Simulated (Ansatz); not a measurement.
## Quadrupolar parameters in MgTiS3O12

The cell is a computed structure from the Materials Project (it need not be an observed phase), atoms as given.

```
Mg Ti S O
1.0
     4.29970    2.48243    7.39634
    -4.29970    2.48243    7.39634
     0.00000   -4.96486    7.39634
Mg Ti S O
2 2 6 24
Direct
  0.35455 0.35455 0.35455
  0.85455 0.85455 0.85455
  0.64470 0.64470 0.64470
  0.14470 0.14470 0.14470
  0.54088 0.96321 0.24878
  0.96321 0.24878 0.54088
  0.24878 0.54088 0.96321
  0.04088 0.74878 0.46321
  0.74878 0.46321 0.04088
  0.46321 0.04088 0.74878
  0.51118 0.12497 0.27520
  0.12497 0.27520 0.51118
  0.27520 0.51118 0.12497
  0.01118 0.77520 0.62497
  0.77520 0.62497 0.01118
  0.62497 0.01118 0.77520
  0.49020 0.86776 0.72997
  0.86776 0.72997 0.49020
  0.72997 0.49020 0.86776
  0.99020 0.22997 0.36776
  0.22997 0.36776 0.99020
  0.36776 0.99020 0.22997
  0.42827 0.20734 0.58643
  0.20734 0.58643 0.42827
  0.58643 0.42827 0.20734
  0.92827 0.08643 0.70734
  0.08643 0.70734 0.92827
  0.70734 0.92827 0.08643
  0.56349 0.78909 0.42399
  0.78909 0.42399 0.56349
  0.42399 0.56349 0.78909
  0.06349 0.92399 0.28909
  0.92399 0.28909 0.06349
  0.28909 0.06349 0.92399
```

Sites (sets of like atoms) are named by element and the number of their first atom in this list.

The numbers come from a DFT calculation in Ansatz (PBE, plane waves and PAW, scalar-relativistic, 420 eV cutoff, Γ-centred 3×3×3 k-points, Fermi–Dirac smearing 0.02 eV).

C_Q = eQV_zz/h, which is 24.18 MHz for Q = 1 b and V_zz = 10²¹ V/m²; η = (V_xx − V_yy)/V_zz. Directions are in the Cartesian axes of the cell vectors above, for the atom listed; none is given where the gradient is under 0.02 or η is above 0.95.

| site | first atom | first shell | V_zz (10²¹ V/m²) | η | direction of V_zz (x, y, z) |
| --- | --- | --- | --- | --- | --- |
| Mg | 1 | 6 O at 2.01–2.02 Å | 0.19 | 0.00 | 0.00 0.00 1.00 |
| Ti | 3 | 6 O at 1.97–2.00 Å | 0.46 | 0.00 | 0.00 0.00 1.00 |
| S | 5 | 4 O at 1.44–1.52 Å | -3.84 | 0.26 | 0.70 0.44 -0.56 |
| O11 | 11 | 1 S at 1.45 Å, 1 Mg at 2.02 Å, angle 155° | 13.10 | 0.08 | -0.57 0.15 0.81 |
| O17 | 17 | 1 S at 1.52 Å, 1 Ti at 2.00 Å, angle 154° | 14.56 | 0.07 | -0.63 0.12 0.77 |
| O23 | 23 | 1 S at 1.44 Å, 1 Mg at 2.01 Å, angle 153° | 13.20 | 0.08 | -0.58 0.80 -0.14 |
| O29 | 29 | 1 S at 1.52 Å, 1 Ti at 1.97 Å, angle 150° | 14.32 | 0.10 | -0.57 0.79 -0.22 |

An axis of threefold or higher order runs through Mg and Ti, so V_zz lies along it and η is zero. At O11, O17, O23 and O29 V_zz points along the shorter of its two bonds, to S (within 7°) in each case.

The largest force is 0.4 eV/Å, so the atoms aren't at the calculated equilibrium and relaxing them would move these values.
